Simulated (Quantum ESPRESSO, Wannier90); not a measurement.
## Wannierisation of Hf2Si (I4/mcm)

```
begin unit_cell_cart
ang
   -3.2753500000    3.2753500000    2.5828250000
    3.2753500000   -3.2753500000    2.5828250000
    3.2753500000    3.2753500000   -2.5828250000
end unit_cell_cart
begin atoms_frac
Hf   0.3435100000  0.1564900000  0.5000000000
Hf  -0.3435100000 -0.1564900000  0.5000000000
Hf   0.1564900000 -0.3435100000 -0.1870200000
Hf  -0.1564900000  0.3435100000  0.1870200000
Si   0.2500000000  0.2500000000  0.0000000000
Si  -0.2500000000 -0.2500000000  0.0000000000
end atoms_frac
```

Cell from Materials Project (mp-9938), symmetrised, no further relaxation. Not found in the COD (Crystallography Open Database) copy used; not checked further. Level: PBEsol, no spin polarisation, no spin-orbit coupling; pw.x of Quantum ESPRESSO at 47 Ry with PseudoDojo potentials, 4×4×4 k-points, Wannier90. Density: 8×8×8 mesh, cold smearing 0.01 Ry. Spin-orbit coupling is left out although heavy elements are present.

A tight-binding model is made by disentanglement and projection with no localisation steps (num_iter = 0), so the 44 orbitals stay atom-like: hydrogen-like Hf: s;p;d; Si: s;p, axes along x, y, z; frozen window up to 1.50 eV relative to the Fermi level. It follows pw.x to 26 meV rms for states up to 1.0 eV relative to the Fermi level. Matrix elements depend on this choice of orbitals and windows.

### Question
What are the on-site energies relative to the Fermi level, and how fast do the hoppings decay?

### Answer
```tsv
atom	orbitals	energy (eV)
Hf1	s	4.29
Hf1	pz	10.86
Hf1	px py	10.45
Hf1	dz2	3.43
Hf1	dxz dyz	3.45
Hf1	dx2-y2	3.25
Hf1	dxy	3.52
Hf2	s	4.29
Hf2	pz	10.86
Hf2	px py	10.45
Hf2	dz2	3.43
Hf2	dxz dyz	3.45
Hf2	dx2-y2	3.25
Hf2	dxy	3.52
Hf3	s	4.30
Hf3	pz	10.86
Hf3	px py	10.46
Hf3	dz2	3.43
Hf3	dxz dyz	3.45
Hf3	dx2-y2	3.25
Hf3	dxy	3.52
Hf4	s	4.30
Hf4	pz	10.86
Hf4	px py	10.46
Hf4	dz2	3.43
Hf4	dxz dyz	3.45
Hf4	dx2-y2	3.25
Hf4	dxy	3.52
Si5	s	-3.26
Si5	pz	3.47
Si5	px py	3.95
Si6	s	-3.26
Si6	pz	3.47
Si6	px py	3.95
```

```tsv
distance of the centres (Å)	largest modulus (eV)
2–3	2.9
3–4	1.5
4–5	0.18
5–6	0.50
6–7	0.18
7–8	0.083
```
